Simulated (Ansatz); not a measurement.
Geometry optimisation in Ansatz: input, command and trajectory.

```yaml
crystal:
  lattice:
    - [0.0, 4.0805794461, 4.0805794461]
    - [4.0805794461, 0.0, 4.0805794461]
    - [4.0805794461, 4.0805794461, 0.0]
  atoms:
    - { symbol: Li, position: [0.0, 0.0, 0.0] }
    - { symbol: Co, position: [0.25, 0.25, 0.25], spin: 1.79 }
    - { symbol: Pb, position: [0.62577, 0.12269, 0.62577] }
    - { symbol: Pb, position: [0.62577, 0.62577, 0.12269] }
    - { symbol: Pb, position: [0.62577, 0.62577, 0.62577] }
    - { symbol: Pb, position: [0.12269, 0.62577, 0.62577] }
basis:
  ecutwfc: 420
kpoints:
  mp_grid: { grid: [4, 4, 4] }
hamiltonian:
  xc: pbe
scf:
  occupations: { method: gaussian, width: 0.1 }
  lower_state_search: "off"
output:
  forces: true
  stress: true
  eigenvalues: true
  populations: true
magnetization:
  spin_polarized: true
relax:
  adjacent_minimum: "off"
  f_tol: 0.04
  max_steps: 70
  cell: { stress_tol: 0.4 }
```

```bash
ansatz run input.yaml --threads 1 --pin off --max-ram 2560MiB --backend cpu --events-out ev --progress --plain --runs-dir out
```

Level of theory: Ansatz, DFT PBE, scalar-relativistic, plane waves, PAW.

Of 7 frames 7 are shown, positions in Å and forces in eV/Å; the SCF threshold varies from step to step. Steps run on the plane waves of an earlier cell, with a Pulay correction in the pressure. The basis is chosen afresh for the last frame, the zero of the energies, and at times for earlier ones too; energy and pressure can step there, also at an unchanged geometry. Here that happened at step 5 (-9 meV/atom, 0.6 GPa); frames between the last choice of the basis and such a step carry an error that grows, as the cell changes, to that size.

```xyz
6
Lattice="0.0000 4.0806 4.0806 4.0806 0.0000 4.0806 4.0806 4.0806 0.0000" Properties=species:S:1:pos:R:3:forces:R:3 pbc="T T T" step=1 free_energy_over_end_meV_per_atom=383.54 pressure_GPa=19.84
Li    0.0000    0.0000    0.0000    0.0000    0.0000    0.0000
Co    2.0403    2.0403    2.0403    0.0000    0.0000    0.0000
Pb    3.0541    5.1070    3.0541    0.3803   -0.3803    0.3803
Pb    3.0541    3.0541    5.1070    0.3803    0.3803   -0.3803
Pb    5.1070    5.1070    5.1070   -0.3803   -0.3803   -0.3803
Pb    5.1070    3.0541    3.0541   -0.3803    0.3803    0.3803
6
Lattice="0.0000 4.2796 4.2796 4.2796 0.0000 4.2796 4.2796 4.2796 0.0000" Properties=species:S:1:pos:R:3:forces:R:3 pbc="T T T" step=2 free_energy_over_end_meV_per_atom=104.72 pressure_GPa=7.66
Li    0.0000    0.0000    0.0000    0.0000    0.0000    0.0000
Co    2.1398    2.1398    2.1398    0.0000    0.0000    0.0000
Pb    3.2237    5.3354    3.2237   -0.3629    0.3629   -0.3629
Pb    3.2237    3.2237    5.3354   -0.3629   -0.3629    0.3629
Pb    5.3354    5.3354    5.3354    0.3629    0.3629    0.3629
Pb    5.3354    3.2237    3.2237    0.3629   -0.3629   -0.3629
6
Lattice="0.0000 4.4262 4.4262 4.4262 0.0000 4.4262 4.4262 4.4262 0.0000" Properties=species:S:1:pos:R:3:forces:R:3 pbc="T T T" step=3 free_energy_over_end_meV_per_atom=19.80 pressure_GPa=2.16
Li    0.0000    0.0000    0.0000    0.0000    0.0000    0.0000
Co    2.2131    2.2131    2.2131    0.0000    0.0000    0.0000
Pb    3.3236    5.5289    3.3236   -0.0188    0.0188   -0.0188
Pb    3.3236    3.3236    5.5289   -0.0188   -0.0188    0.0188
Pb    5.5289    5.5289    5.5289    0.0188    0.0188    0.0188
Pb    5.5289    3.3236    3.3236    0.0188   -0.0188   -0.0188
6
Lattice="0.0000 4.4900 4.4900 4.4900 0.0000 4.4900 4.4900 4.4900 0.0000" Properties=species:S:1:pos:R:3:forces:R:3 pbc="T T T" step=4 free_energy_over_end_meV_per_atom=10.62 pressure_GPa=0.26
Li    0.0000    0.0000    0.0000    0.0000    0.0000    0.0000
Co    2.2450    2.2450    2.2450    0.0000    0.0000    0.0000
Pb    3.3713    5.6087    3.3713   -0.0051    0.0051   -0.0051
Pb    3.3713    3.3713    5.6087   -0.0051   -0.0051    0.0051
Pb    5.6087    5.6087    5.6087    0.0051    0.0051    0.0051
Pb    5.6087    3.3713    3.3713    0.0051   -0.0051   -0.0051
6
Lattice="0.0000 4.4900 4.4900 4.4900 0.0000 4.4900 4.4900 4.4900 0.0000" Properties=species:S:1:pos:R:3:forces:R:3 pbc="T T T" step=5 free_energy_over_end_meV_per_atom=1.98 pressure_GPa=0.87
Li    0.0000    0.0000    0.0000    0.0000    0.0000    0.0000
Co    2.2450    2.2450    2.2450    0.0000    0.0000    0.0000
Pb    3.3713    5.6087    3.3713   -0.0044    0.0044   -0.0044
Pb    3.3713    3.3713    5.6087   -0.0044   -0.0044    0.0044
Pb    5.6087    5.6087    5.6087    0.0044    0.0044    0.0044
Pb    5.6087    3.3713    3.3713    0.0044   -0.0044   -0.0044
6
Lattice="0.0000 4.5200 4.5200 4.5200 0.0000 4.5200 4.5200 4.5200 0.0000" Properties=species:S:1:pos:R:3:forces:R:3 pbc="T T T" step=6 free_energy_over_end_meV_per_atom=0.11 pressure_GPa=0.19
Li    0.0000    0.0000    0.0000    0.0000    0.0000    0.0000
Co    2.2600    2.2600    2.2600    0.0000    0.0000    0.0000
Pb    3.3937    5.6462    3.3937    0.0000    0.0000    0.0000
Pb    3.3937    3.3937    5.6462    0.0000    0.0000    0.0000
Pb    5.6462    5.6462    5.6462    0.0000    0.0000    0.0000
Pb    5.6462    3.3937    3.3937    0.0000    0.0000    0.0000
6
Lattice="0.0000 4.5200 4.5200 4.5200 0.0000 4.5200 4.5200 4.5200 0.0000" Properties=species:S:1:pos:R:3:forces:R:3 pbc="T T T" step=7 free_energy_over_end_meV_per_atom=0.00 pressure_GPa=0.19
Li    0.0000    0.0000    0.0000    0.0000    0.0000    0.0000
Co    2.2600    2.2600    2.2600    0.0000    0.0000    0.0000
Pb    3.3937    5.6462    3.3937    0.0000    0.0000    0.0000
Pb    3.3937    3.3937    5.6462    0.0000    0.0000    0.0000
Pb    5.6462    5.6462    5.6462    0.0000    0.0000    0.0000
Pb    5.6462    3.3937    3.3937    0.0000    0.0000    0.0000
```

The start puts this composition into another compound's structure type, which needn't suit it. The cell swells from 22.6 to 30.8 Å³ an atom, so the end can be far from any stable crystal. At the end the space group is F-43m (tolerance 0.05 Å).

Time: 2.1 min on 1 thread of Arm Neoverse V1 (shared host), peak memory 0.48 GiB.

The k mesh is coarse. Spin-orbit coupling is left out, which matters for the bands of heavy elements.